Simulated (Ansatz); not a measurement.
The cell below belongs to a search over invented structures; it isn't taken from experiment.

Input and command of a plane-wave DFT calculation in Ansatz:

```yaml
crystal:
  lattice:
    - [4.83951988, 0.0, 0.0]
    - [-2.41975994, 4.19114716, 0.0]
    - [0.0, 0.0, 3.75926222]
  atoms:
    - { symbol: Ti, position: [0.66666667, 0.33333333, 0.0], spin: 1.0 }
    - { symbol: Ti, position: [0.33333333, 0.66666667, 0.0], spin: 1.0 }
    - { symbol: Al, position: [0.0, 0.0, 0.0] }
    - { symbol: "N", position: [0.5, 0.0, 0.5] }
    - { symbol: "N", position: [0.5, 0.5, 0.5] }
    - { symbol: "N", position: [0.0, 0.5, 0.5] }
basis:
  ecutwfc: 420
kpoints:
  mp_grid: { grid: [6, 6, 4] }
hamiltonian:
  xc: pbe
scf:
  occupations: { method: gaussian, width: 0.1 }
  lower_state_search: "off"
output:
  forces: true
  stress: true
  eigenvalues: true
  populations: true
magnetization:
  spin_polarized: true
relax:
  adjacent_minimum: "off"
  f_tol: 0.04
  max_steps: 70
  cell: { stress_tol: 0.4 }
```

```bash
ansatz run input.yaml --threads 1 --pin off --max-ram 2560MiB --backend cpu --events-out ev --progress --plain --runs-dir out
```

Processor: Arm Neoverse V1, 1 thread, on a host shared with other jobs.

**Question.** How long does it run, and how much memory does it take?

**Answer.** About 99 s, peak memory 0.41 GiB. It solves 28 bands at 21 k points (after reduction by symmetry) with about 1323 plane waves (on the last cell), in 122 SCF iterations over 12 ionic steps.
